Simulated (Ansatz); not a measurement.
Values for one crystal, relaxed and computed with the program Ansatz at the LDA level (PAW); other levels are named.

| Property | Value |
|---|---|
| Volume per atom | 13.20 Å³ |
| Band gap | 0.61 eV (indirect) |
| Valence-band maximum | at Γ |
| Electronic dielectric constant ε∞ (DFPT) | 8.90 (xx), 8.84 (yy), 7.98 (zz) |
| Mechanical stability | stable (all eigenvalues of C positive) |
| Hill bulk and shear moduli | 139 and 84.8 GPa |
| Young's modulus | 211 GPa |

### Question
Which of these materials gives this?
A. BP, Pnma (B on 4c, P on 4c)
B. AlP, zinc blende
C. GeSe, Pnma (Ge on 4c, Se on 4c)
D. BAs, Pnma (B on 4c, As on 4c)

### Answer
A, BP, Pnma (B on 4c, P on 4c)

The start of the workflow was typed in or built on a structure type; neither database checked (COD, Materials Project) lists it. It is not the phase usual at ambient conditions (space group No. 216). The LDA relaxation kept the symmetry of its start; its stability against distortions is not shown here. The volume moved by 22 % from the start of the relaxation.

Potentials: the earlier of the program's two PAW sets. The files were generated under PBE; for other functionals the program regenerates the frozen cores, and for LDA and PBEsol the local potential too.
